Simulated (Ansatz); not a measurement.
WO2:
```yaml
crystal:
  lattice:
    - [5.53464, 0.00000, 0.00000]
    - [0.00000, 4.89745, 0.00000]
    - [-2.86104, 0.00000, 4.87725]
  atoms:
    - { symbol: W, position: [0.23081, 0.99391, 0.01340] }
    - { symbol: W, position: [0.76919, 0.49391, 0.48660] }
    - { symbol: W, position: [0.76919, 0.00609, 0.98660] }
    - { symbol: W, position: [0.23081, 0.50609, 0.51340] }
    - { symbol: O, position: [0.11254, 0.22097, 0.23332] }
    - { symbol: O, position: [0.88746, 0.72097, 0.26668] }
    - { symbol: O, position: [0.88746, 0.77903, 0.76668] }
    - { symbol: O, position: [0.11254, 0.27903, 0.73332] }
    - { symbol: O, position: [0.39092, 0.70007, 0.29753] }
    - { symbol: O, position: [0.60908, 0.20007, 0.20247] }
    - { symbol: O, position: [0.60908, 0.29993, 0.70247] }
    - { symbol: O, position: [0.39092, 0.79993, 0.79753] }
```

Relaxed with PBEsol. Special points in fractions of this cell's reciprocal vectors: Γ (0.000, 0.000, 0.000); Z (0.000, 0.500, 0.000); D (0.000, 0.500, 0.500); B (0.000, 0.000, 0.500); A (-0.500, 0.000, 0.500); E (-0.500, 0.500, 0.500); C2 (-0.500, 0.500, 0.000); Y2 (-0.500, 0.000, 0.000).

Problem. List the band energies nearest the Fermi level at these points for PBEsol with spin–orbit coupling in the plane-wave PAW code Ansatz.

Solution. In eV from the Fermi level; about four levels below and three above (degenerate sets whole), none deeper than 8.9 eV; points with the same levels are listed once.

```
k                     below                above
--  -----------------------  -------------------
Γ   -1.17 -1.17 -0.38 -0.38  1.31 1.31 1.50 1.50
Z   -0.10 -0.10 -0.10 -0.10  0.52 0.52 0.52 0.52
D   -1.39 -1.39 -1.24 -1.24  1.44 1.44 1.46 1.46
B   -1.43 -1.43 -1.43 -1.43  0.50 0.50 0.50 0.50
A   -0.45 -0.45 -0.45 -0.45  0.32 0.32 0.32 0.32
E   -0.66 -0.66 -0.55 -0.55  0.94 0.94 1.12 1.12
C2  -0.44 -0.44 -0.44 -0.44  0.69 0.69 0.69 0.69
Y2  -0.30 -0.30 -0.11 -0.11  0.73 0.73 1.26 1.26
```

Space group P2_1/c. The workflow started from an entry of the Crystallography Open Database (COD), which files this formula under 2 space groups. Its standing as an ambient phase is unchecked. The cell was relaxed with PBEsol under the symmetry of its start; whether a distortion lowers the energy is not shown. No spin polarisation was allowed. No Hubbard U is applied.

Potentials: the later of the program's two PAW sets.
